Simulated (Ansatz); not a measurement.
Geometry optimisation in Ansatz: input, command and trajectory.

```yaml
crystal:
  lattice:
    - [-1.9983767777, 1.9983767777, 4.4639065684]
    - [1.9983767777, -1.9983767777, 4.4639065684]
    - [1.9983767777, 1.9983767777, -4.4639065684]
  atoms:
    - { symbol: Bi, position: [0.0, 0.0, 0.0] }
    - { symbol: Ir, position: [0.5, 0.5, 0.0] }
    - { symbol: Ir, position: [0.25, 0.75, 0.5] }
    - { symbol: Ir, position: [0.75, 0.25, 0.5] }
basis:
  ecutwfc: 420
kpoints:
  mp_grid: { grid: [6, 6, 6] }
hamiltonian:
  xc: pbe
scf:
  occupations: { method: gaussian, width: 0.1 }
  lower_state_search: "off"
output:
  forces: true
  stress: true
  eigenvalues: true
relax:
  adjacent_minimum: "off"
  f_tol: 0.04
  max_steps: 70
  cell: { stress_tol: 0.4 }
```

```bash
ansatz run input.yaml --threads 1 --pin off --max-ram 2560MiB --backend cpu --events-out ev --progress --plain --runs-dir out
```

Computed with DFT PBE, scalar-relativistic, plane waves, PAW in Ansatz.

Of 6 frames 6 are shown, positions in Å and forces in eV/Å; the SCF threshold varies from step to step. Steps run on the plane waves of an earlier cell, with a Pulay correction in the pressure. The basis is chosen afresh for the last frame, the zero of the energies, and at times for earlier ones too; energy and pressure step there, also at an unchanged geometry.

```xyz
4
Lattice="-1.9984 1.9984 4.4639 1.9984 -1.9984 4.4639 1.9984 1.9984 -4.4639" Properties=species:S:1:pos:R:3:forces:R:3 pbc="T T T" step=1 free_energy_over_end_meV_per_atom=124.12 pressure_GPa=-6.10
Bi    0.0000    0.0000    0.0000    0.0000    0.0000    0.0000
Ir    0.0000    0.0000    4.4639    0.0000    0.0000    0.0000
Ir    1.9984    0.0000    2.2320    0.0000    0.0000    0.0000
Ir    0.0000    1.9984    2.2320    0.0000    0.0000    0.0000
4
Lattice="-1.9955 1.9955 4.2459 1.9955 -1.9955 4.2459 1.9955 1.9955 -4.2459" Properties=species:S:1:pos:R:3:forces:R:3 pbc="T T T" step=2 free_energy_over_end_meV_per_atom=61.08 pressure_GPa=2.58
Bi    0.0000    0.0000    0.0000    0.0000    0.0000    0.0000
Ir    0.0000    0.0000    4.2459    0.0000    0.0000    0.0000
Ir    1.9955    0.0000    2.1229    0.0000    0.0000    0.0000
Ir    0.0000    1.9955    2.1229    0.0000    0.0000    0.0000
4
Lattice="-2.0398 2.0398 4.0277 2.0398 -2.0398 4.0277 2.0398 2.0398 -4.0277" Properties=species:S:1:pos:R:3:forces:R:3 pbc="T T T" step=3 free_energy_over_end_meV_per_atom=10.13 pressure_GPa=3.37
Bi    0.0000    0.0000    0.0000    0.0000    0.0000    0.0000
Ir    0.0000    0.0000    4.0277    0.0000    0.0000    0.0000
Ir    2.0398    0.0000    2.0138    0.0000    0.0000    0.0000
Ir    0.0000    2.0398    2.0138    0.0000    0.0000    0.0000
4
Lattice="-2.0788 2.0788 3.9260 2.0788 -2.0788 3.9260 2.0788 2.0788 -3.9260" Properties=species:S:1:pos:R:3:forces:R:3 pbc="T T T" step=4 free_energy_over_end_meV_per_atom=-0.27 pressure_GPa=0.49
Bi    0.0000    0.0000    0.0000    0.0000    0.0000    0.0000
Ir    0.0000    0.0000    3.9260    0.0000    0.0000    0.0000
Ir    2.0788    0.0000    1.9630    0.0000    0.0000    0.0000
Ir    0.0000    2.0788    1.9630    0.0000    0.0000    0.0000
4
Lattice="-2.0789 2.0789 3.9381 2.0789 -2.0789 3.9381 2.0789 2.0789 -3.9381" Properties=species:S:1:pos:R:3:forces:R:3 pbc="T T T" step=5 free_energy_over_end_meV_per_atom=-0.33 pressure_GPa=-0.14
Bi    0.0000    0.0000    0.0000    0.0000    0.0000    0.0000
Ir    0.0000    0.0000    3.9381    0.0000    0.0000    0.0000
Ir    2.0789    0.0000    1.9691    0.0000    0.0000    0.0000
Ir    0.0000    2.0789    1.9691    0.0000    0.0000    0.0000
4
Lattice="-2.0789 2.0789 3.9381 2.0789 -2.0789 3.9381 2.0789 2.0789 -3.9381" Properties=species:S:1:pos:R:3:forces:R:3 pbc="T T T" step=6 free_energy_over_end_meV_per_atom=0.00 pressure_GPa=-0.14
Bi    0.0000    0.0000    0.0000    0.0000    0.0000    0.0000
Ir    0.0000    0.0000    3.9381    0.0000    0.0000    0.0000
Ir    2.0789    0.0000    1.9691    0.0000    0.0000    0.0000
Ir    0.0000    2.0789    1.9691    0.0000    0.0000    0.0000
```

The start puts this composition into another compound's structure type, which needn't suit it. At the end the space group is I4/mmm (tolerance 0.05 Å).

Time: 34 s on 1 thread of Arm Neoverse V1, with other jobs on the host, peak memory 0.39 GiB.

The k mesh is coarse. Spin–orbit coupling is left out, which can shift energies with elements as heavy as these.